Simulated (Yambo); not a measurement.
G0W0@PBEsol for MgH2 (space group Pbcn, No. 60) in Yambo. Reference settings: 4×2×2 Γ-centred k mesh, bands 17 to 173 and a 7 Ry block in the screening, 173 bands in G with the Bruneval-Gonze terminator, plasmon pole fitted at 27.2 eV. The PBEsol gap Γ → Γ on this mesh is 3.53 eV; G0W0 gaps are taken between the same points.

The settings were changed. The gap went from 5.53 eV to 5.47 eV, and the shift of the valence edge from -1.26 eV to -1.09 eV.

What was changed between the two runs?
A. 113 bands in G, no terminator
B. no terminator
C. no random integration
D. 2 Ry block

A, 113 bands in G, no terminator. The others gave (gap, valence shift): 2 Ry block: 5.16, -0.90 eV; no terminator: 5.51, -1.20 eV; no random integration: 5.50, -1.26 eV.

Geometry of the Materials Project entry, not relaxed at this level; primitive cell a = 4.479 Å, b = 5.393 Å, c = 4.896 Å, α = 90.00°, β = 90.00°, γ = 90.00°.

The structure is a Materials Project entry; no match was found in the copy of COD used, and its stability was not checked.

A shift is the quasiparticle energy of the state minus its PBEsol energy.
